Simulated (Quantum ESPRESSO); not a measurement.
# Ga3S2PSe: finding a planted mistake in a log

Computed values, not a measurement. The program is pw.x of Quantum ESPRESSO 7.5 (plane-wave density functional theory). The cell is made up: 7 atoms on a zincblende/diamond lattice with one site empty, with randomly drawn elements, strain and displacements, not relaxed. PseudoDojo standard norm-conserving files (v0.5 for PBE, v0.4.1 for LDA and PBEsol) set the functional; there is no spin polarisation, spin-orbit coupling or dispersion term, and the masses in the input are unused placeholders.

Intended input:

```
&control calculation='scf', pseudo_dir='./dojo.nc.sr.pbe.v0_5.standard.upf', outdir='./o', disk_io='low', tprnfor=.true., tstress=.true. /
&system ibrav=0, nat=7, ntyp=4, nbnd=42, ecutwfc=85.99341389, nosym=.true., tot_charge=0,
 occupations='smearing', smearing='fd', degauss=0.0018374661
/
&electrons conv_thr=7.350e-09, electron_maxstep=60, /
ATOMIC_SPECIES
Ga 1.0 Ga.upf
P 1.0 P.upf
S 1.0 S.upf
Se 1.0 Se.upf
CELL_PARAMETERS angstrom
5.4977 0.0 0.0
0.0 5.4977 0.0
0.0 0.0 5.4977
ATOMIC_POSITIONS angstrom
Ga -0.1555 -0.0825 0.0635
Ga 2.7231 -0.0191 2.9265
Ga 2.7011 2.706 0.0647
S 1.261 1.3878 1.5045
S 1.0739 4.2395 4.1413
P 3.9109 1.352 4.0136
Se 4.0776 4.0325 1.4758
K_POINTS automatic
4 4 4 1 1 1
```

The log is shortened where brackets say so; the opening notice, blank lines, dates and the lines on written files are dropped, and the path of the files is cut. It prints rydbergs, bohrs and kilobars, and counts compression as positive stress. Where no state is partly filled, the Fermi energy that it prints is only some level between the filled and the empty states on the mesh, and need not lie in the true gap.

Log of the intended run:

```
     Program PWSCF v.7.5
     Parallel version (MPI & OpenMP), running on       4 processor cores
     Number of MPI processes:                 4
     Threads/MPI process:                     1
     [start-up lines left out]
     bravais-lattice index     =            0
     lattice parameter (alat)  =      10.3891  a.u.
     unit-cell volume          =    1121.3462 (a.u.)^3
     number of atoms/cell      =            7
     number of atomic types    =            4
     number of electrons       =        72.00
     number of Kohn-Sham states=           42
     kinetic-energy cutoff     =      85.9934  Ry
     charge density cutoff     =     343.9737  Ry
     scf convergence threshold =      7.3E-09
     mixing beta               =       0.7000
     number of iterations used =            8  plain     mixing
     Exchange-correlation= PBE
                           (   1   4   3   4   0   0   0)
     [axes and pseudopotential details left out]
   Cartesian axes
     site n.     atom                  positions (alat units)
         1        Ga     tau(   1) = (  -0.0282846  -0.0150063   0.0115503  )
         2        Ga     tau(   2) = (   0.4953162  -0.0034742   0.5323135  )
         3        Ga     tau(   3) = (   0.4913145   0.4922058   0.0117686  )
         4        S      tau(   4) = (   0.2293686   0.2524328   0.2736599  )
         5        S      tau(   5) = (   0.1953362   0.7711407   0.7532786  )
         6        P      tau(   6) = (   0.7113702   0.2459210   0.7300507  )
         7        Se     tau(   7) = (   0.7416920   0.7334885   0.2684395  )
     number of k points=    32  Fermi-Dirac smearing, width (Ry)=  0.0018
                       cart. coord. in units 2pi/alat
        k(    1) = (   0.1250000   0.1250000   0.1250000), wk =   0.0625000
        k(    2) = (   0.1250000   0.1250000   0.3750000), wk =   0.0625000
     [further k points left out]
     Dense  grid:   120713 G-vectors     FFT dimensions: (  64,  64,  64)
     Estimated max dynamical RAM per process >     240.44 MB
     Estimated total dynamical RAM >     873.33 MB
     Initial potential from superposition of free atoms
     starting charge      71.9917, renormalised to      72.0000
     Starting wfcs are   48 randomized atomic wfcs
     total cpu time spent up to now is        4.0 secs
     per-process dynamical memory:   167.6 Mb
     Self-consistent Calculation
     iteration #  1     ecut=    85.99 Ry     beta= 0.70
     Davidson diagonalization with overlap
     ethr =  1.00E-02,  avg # of iterations =  4.0
     Threshold (ethr) on eigenvalues was too large:
     Diagonalizing with lowered threshold
     Davidson diagonalization with overlap
     ethr =  5.05E-04,  avg # of iterations =  2.0
     total cpu time spent up to now is       16.7 secs
     total energy              =    -759.23402348 Ry
     estimated scf accuracy    <       0.35308275 Ry
     iteration #  2     ecut=    85.99 Ry     beta= 0.70
     Davidson diagonalization with overlap
     ethr =  4.90E-04,  avg # of iterations =  3.5
     total cpu time spent up to now is       23.7 secs
     total energy              =    -759.30754852 Ry
     estimated scf accuracy    <       0.26282347 Ry
     [iterations 3 to 8 left out]
     iteration #  9     ecut=    85.99 Ry     beta= 0.70
     Davidson diagonalization with overlap
     ethr =  3.94E-10,  avg # of iterations =  2.2
     total cpu time spent up to now is       70.2 secs
     total energy              =    -759.36967468 Ry
     estimated scf accuracy    <       0.00000006 Ry
     iteration # 10     ecut=    85.99 Ry     beta= 0.70
     Davidson diagonalization with overlap
     ethr =  8.24E-11,  avg # of iterations =  2.0
     total cpu time spent up to now is       76.6 secs
     End of self-consistent calculation
     [lines on levels left out]
     the Fermi energy is     6.7449 ev
!    total energy              =    -759.36967470 Ry
     estimated scf accuracy    <          5.9E-09 Ry
     smearing contrib. (-TS)   =      -0.00000000 Ry
     internal energy E=F+TS    =    -759.36967470 Ry
     The total energy is F=E-TS. E is the sum of the following terms:
     one-electron contribution =    -450.58411515 Ry
     hartree contribution      =     266.73575102 Ry
     xc contribution           =    -190.64003663 Ry
     ewald contribution        =    -384.88127393 Ry
     convergence has been achieved in  10 iterations
     Forces acting on atoms (cartesian axes, Ry/au):
     atom    1 type  1   force =    -0.00148372    0.09218288   -0.02558464
     atom    2 type  1   force =    -0.08765675   -0.02612172   -0.03993889
     atom    3 type  1   force =    -0.04439195   -0.03812427   -0.03838136
     atom    4 type  3   force =    -0.00601987   -0.01203558   -0.00949599
     atom    5 type  3   force =     0.03942644   -0.05879592   -0.00667375
     atom    6 type  2   force =     0.09721061    0.07261062    0.07611324
     atom    7 type  4   force =     0.00291524   -0.02971600    0.04396139
     Total force =     0.229520     Total SCF correction =     0.000296
     Computing stress (Cartesian axis) and pressure
          total   stress  (Ry/bohr**3)                   (kbar)     P=        3.73
   0.00001896   0.00023468  -0.00007443            2.79       34.52      -10.95
   0.00023468   0.00007665   0.00019342           34.52       11.28       28.45
  -0.00007443   0.00019342  -0.00001960          -10.95       28.45       -2.88
     init_run     :      3.58s CPU      3.74s WALL (       1 calls)
     electrons    :     72.08s CPU     72.70s WALL (       1 calls)
     forces       :      0.98s CPU      0.99s WALL (       1 calls)
     stress       :      3.14s CPU      3.14s WALL (       1 calls)
     [timing details left out]
     PWSCF        :   1m20.04s CPU   1m20.86s WALL
     JOB DONE.
```

A second run was made from an input with one planted mistake. Its log:

```
     Program PWSCF v.7.5
     Parallel version (MPI & OpenMP), running on       4 processor cores
     Number of MPI processes:                 4
     Threads/MPI process:                     1
     [start-up lines left out]
     bravais-lattice index     =            0
     lattice parameter (alat)  =      10.2053  a.u.
     unit-cell volume          =    1062.8559 (a.u.)^3
     number of atoms/cell      =            7
     number of atomic types    =            4
     number of electrons       =        72.00
     number of Kohn-Sham states=           42
     kinetic-energy cutoff     =      85.9934  Ry
     charge density cutoff     =     343.9737  Ry
     scf convergence threshold =      7.3E-09
     mixing beta               =       0.7000
     number of iterations used =            8  plain     mixing
     Exchange-correlation= PBE
                           (   1   4   3   4   0   0   0)
     [axes and pseudopotential details left out]
   Cartesian axes
     site n.     atom                  positions (alat units)
         1        Ga     tau(   1) = (  -0.0282757  -0.0149989   0.0115547  )
         2        Ga     tau(   2) = (   0.4953152  -0.0034812   0.5323124  )
         3        Ga     tau(   3) = (   0.4913155   0.4922043   0.0117769  )
         4        S      tau(   4) = (   0.2293719   0.2524257   0.2736649  )
         5        S      tau(   5) = (   0.1953374   0.7711466   0.7532775  )
         6        P      tau(   6) = (   0.7113732   0.2459262   0.7300570  )
         7        Se     tau(   7) = (   0.7416858   0.7334827   0.2684431  )
     number of k points=    32  Fermi-Dirac smearing, width (Ry)=  0.0018
                       cart. coord. in units 2pi/alat
        k(    1) = (   0.1250000   0.1250000   0.1250000), wk =   0.0625000
        k(    2) = (   0.1250000   0.1250000   0.3750000), wk =   0.0625000
     [further k points left out]
     Dense  grid:   114497 G-vectors     FFT dimensions: (  64,  64,  64)
     Estimated max dynamical RAM per process >     229.21 MB
     Estimated total dynamical RAM >     832.99 MB
     Initial potential from superposition of free atoms
     starting charge      71.9917, renormalised to      72.0000
     Starting wfcs are   48 randomized atomic wfcs
     total cpu time spent up to now is        4.4 secs
     per-process dynamical memory:   168.8 Mb
     Self-consistent Calculation
     iteration #  1     ecut=    85.99 Ry     beta= 0.70
     Davidson diagonalization with overlap
     ethr =  1.00E-02,  avg # of iterations =  4.0
     Threshold (ethr) on eigenvalues was too large:
     Diagonalizing with lowered threshold
     Davidson diagonalization with overlap
     ethr =  4.98E-04,  avg # of iterations =  2.1
     total cpu time spent up to now is       17.9 secs
     total energy              =    -759.22977659 Ry
     estimated scf accuracy    <       0.35295740 Ry
     iteration #  2     ecut=    85.99 Ry     beta= 0.70
     Davidson diagonalization with overlap
     ethr =  4.90E-04,  avg # of iterations =  3.4
     total cpu time spent up to now is       24.6 secs
     total energy              =    -759.30792022 Ry
     estimated scf accuracy    <       0.22507940 Ry
     [iterations 3 to 8 left out]
     iteration #  9     ecut=    85.99 Ry     beta= 0.70
     Davidson diagonalization with overlap
     ethr =  3.05E-10,  avg # of iterations =  2.1
     total cpu time spent up to now is       72.6 secs
     total energy              =    -759.36142545 Ry
     estimated scf accuracy    <       0.00000004 Ry
     iteration # 10     ecut=    85.99 Ry     beta= 0.70
     Davidson diagonalization with overlap
     ethr =  4.91E-11,  avg # of iterations =  2.1
     total cpu time spent up to now is       79.6 secs
     End of self-consistent calculation
     [lines on levels left out]
     the Fermi energy is     7.4643 ev
!    total energy              =    -759.36142546 Ry
     estimated scf accuracy    <          4.8E-09 Ry
     smearing contrib. (-TS)   =      -0.00000000 Ry
     internal energy E=F+TS    =    -759.36142546 Ry
     The total energy is F=E-TS. E is the sum of the following terms:
     one-electron contribution =    -439.46264469 Ry
     hartree contribution      =     262.72984770 Ry
     xc contribution           =    -190.81257798 Ry
     ewald contribution        =    -391.81605049 Ry
     convergence has been achieved in  10 iterations
     Forces acting on atoms (cartesian axes, Ry/au):
     atom    1 type  1   force =    -0.00353131    0.10667613   -0.02449162
     atom    2 type  1   force =    -0.09837069   -0.03556984   -0.04876362
     atom    3 type  1   force =    -0.05086364   -0.03853242   -0.04467628
     atom    4 type  3   force =    -0.01250795   -0.00805710   -0.00525438
     atom    5 type  3   force =     0.04184274   -0.07430943   -0.01556369
     atom    6 type  2   force =     0.11517036    0.08823536    0.08279974
     atom    7 type  4   force =     0.00826048   -0.03844270    0.05594985
     Total force =     0.267817     Total SCF correction =     0.000276
     Computing stress (Cartesian axis) and pressure
          total   stress  (Ry/bohr**3)                   (kbar)     P=       39.49
   0.00025821   0.00028493  -0.00009588           37.98       41.91      -14.10
   0.00028493   0.00032244   0.00025328           41.91       47.43       37.26
  -0.00009588   0.00025328   0.00022476          -14.10       37.26       33.06
     init_run     :      3.80s CPU      3.94s WALL (       1 calls)
     electrons    :     74.16s CPU     75.19s WALL (       1 calls)
     forces       :      0.97s CPU      0.99s WALL (       1 calls)
     stress       :      2.98s CPU      2.98s WALL (       1 calls)
     [timing details left out]
     PWSCF        :   1m22.39s CPU   1m23.65s WALL
     JOB DONE.
```

Question: what was wrong in the second input?

Answer: the cell and the positions are scaled by a wrong factor. The input lines that differ, file-writing options aside:

```
- 5.4977 0.0 0.0
+ 5.4004 0.0 0.0
- 0.0 5.4977 0.0
+ 0.0 5.4004 0.0
- 0.0 0.0 5.4977
+ 0.0 0.0 5.4004
- Ga -0.1555 -0.0825 0.0635
+ Ga -0.1527 -0.081 0.0624
- Ga 2.7231 -0.0191 2.9265
+ Ga 2.6749 -0.0188 2.8747
- Ga 2.7011 2.706 0.0647
+ Ga 2.6533 2.6581 0.0636
- S 1.261 1.3878 1.5045
+ S 1.2387 1.3632 1.4779
- S 1.0739 4.2395 4.1413
+ S 1.0549 4.1645 4.068
- P 3.9109 1.352 4.0136
+ P 3.8417 1.3281 3.9426
- Se 4.0776 4.0325 1.4758
+ Se 4.0054 3.9611 1.4497
```

|  | intended run | run with the mistake |
| --- | --- | --- |
| free energy (eV) | -10331.751 | -10331.639 |
| smearing term -TS (eV) | 0.0000 | 0.0000 |
| pressure (GPa) | 0.37 | 3.95 |
| largest force component (eV/Å) | 2.499 | 2.961 |
| largest change of a force component (eV/Å) |  | 0.462 |
| iterations | 10 | 10 |

For scale, a rerun of the intended cell at 1467 eV and a 6 x 6 x 6 mesh moved values by no more than 0.004 eV in energy, 0.02 GPa in stress and 0.002 eV/Å in force.